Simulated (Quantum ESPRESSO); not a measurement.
pw.x input (Quantum ESPRESSO 7.5; PBE, PseudoDojo stringent norm-conserving files, scalar-relativistic):

```
&CONTROL
  calculation = 'scf'
  pseudo_dir = './pseudo'
  outdir = './out'
  tprnfor = .true.
  tstress = .true.
/
&SYSTEM
  ibrav = 0
  nat = 6
  ntyp = 2
  ecutwfc = 102.0
  ecutrho = 408.0
  occupations = 'smearing'
  smearing = 'fd'
  degauss = 0.002
  nbnd = 40
  assume_isolated = '2D'
/
&ELECTRONS
  conv_thr = 6e-10
/
ATOMIC_SPECIES
S 32.0600 S.upf
Sn 118.7100 Sn.upf
CELL_PARAMETERS angstrom
  3.669017008067   0.000000000000   0.000000000000
 -1.834508504034   3.177461935903   0.000000000000
  0.000000000000   0.000000000000  27.300000000000
ATOMIC_POSITIONS crystal
S   0.666666667000   0.333333333000  -0.160420368200
S   0.333333333667   0.666666666333  -0.052045041300
S   0.666666667000   0.333333333000   0.052045041300
S   0.333333333667   0.666666666333   0.160420368200
Sn   0.000000000333   0.000000000000  -0.106183362800
Sn   0.000000000333   0.000000000000   0.106183362800
K_POINTS automatic
12 12 1 0 0 0
```

End of the output:

```
     total energy              =    -974.47649597 Ry
     estimated scf accuracy    <       0.00000139 Ry
     total energy              =    -974.47649623 Ry
     estimated scf accuracy    <       0.00000001 Ry
     total energy              =    -974.47649624 Ry
     estimated scf accuracy    <       0.00000001 Ry
[...]
     the Fermi energy is    -5.9907 ev
!    total energy              =    -974.47649624 Ry
     estimated scf accuracy    <          6.0E-10 Ry
     smearing contrib. (-TS)   =      -0.00000000 Ry
     internal energy E=F+TS    =    -974.47649624 Ry
     The total energy is F=E-TS. E is the sum of the following terms:
     one-electron contribution =   -9442.65060822 Ry
     hartree contribution      =    4689.41671064 Ry
     xc contribution           =    -133.29245080 Ry
     ewald contribution        =    3912.04985214 Ry
     convergence has been achieved in  11 iterations
     Forces acting on atoms (cartesian axes, Ry/au):
     atom    1 type  1   force =     0.00000000   -0.00000000   -0.00415981
     atom    2 type  1   force =     0.00000000    0.00000000   -0.00010589
     atom    3 type  1   force =    -0.00000000   -0.00000000    0.00010589
     atom    4 type  1   force =     0.00000000   -0.00000000    0.00415981
     atom    5 type  2   force =     0.00000000    0.00000000   -0.00282637
     atom    6 type  2   force =     0.00000000    0.00000000    0.00282637
     Total force =     0.007114     Total SCF correction =     0.000073
```
In a gapped system the printed Fermi energy is only some level inside the gap.

Spin-orbit coupling is not included.

Geometry relaxed with PBE+D3(BJ).
